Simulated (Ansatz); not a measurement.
## Y (hcp, Mg type): energy against volume

Y (hcp, Mg type), conventional cell a = b = 3.6826 Å, c = 5.6984 Å, α = β = 90.00°, γ = 120.00°. The calculation uses the primitive cell of 2 atoms, to which meshes and values per cell refer.

E(V) scan at fixed shape, V₀ the volume above. Symmetry pins the atoms to their sites.

Method: r2SCAN (plane waves to 500 eV, PAW, scalar-relativistic; Ansatz, a quantum-chemistry and plane-wave program). k mesh 15×15×8 (Γ-centred), Fermi-Dirac smearing 0.05 eV. Energies are smeared free energies. Compression counts positive. With the shape held, the modulus is that of even scaling; a crystal free to change shape is softer. The PAW data are Ansatz's earlier set. Y is run without spin polarisation. Y was relaxed with its symmetry unable to fall. The zero of ΔE is the relaxed starting cell.

| V/V₀ | ΔE (meV/atom) | P (GPa) |
|---|---|---|
| 0.840 | 136 | 9.1 |
| 0.880 | 72 | 6.3 |
| 0.920 | 30 | 3.8 |
| 0.960 | 7 | 1.8 |
| 1.000 | 0 | 0.0 |
| 1.040 | 6 | -1.5 |
| 1.080 | 24 | -2.8 |
| 1.120 | 52 | -3.8 |
| 1.160 | 88 | -4.7 |

Summary:

```
Property                                                                       Value
---------------------------------------------------------------------  -------------
Pressure at the smallest volume                                              9.1 GPa
Energy cost of the largest compression                                  136 meV/atom
Energy cost of the largest expansion                                     88 meV/atom
Bulk modulus at fixed cell shape B₀ (third-order Birch-Murnaghan fit)       40.4 GPa
Pressure derivative B₀′ (fit)                                                    3.0
Equilibrium volume of the fit                                          33.47 Å³/atom
Pressure for 5 % compression (fit)                                           2.2 GPa
```

The 9 points together took about 4 core-minutes (a rough figure).

(Under strain, the slope of the energy per volume gives the stress and its curvature an elastic modulus.)
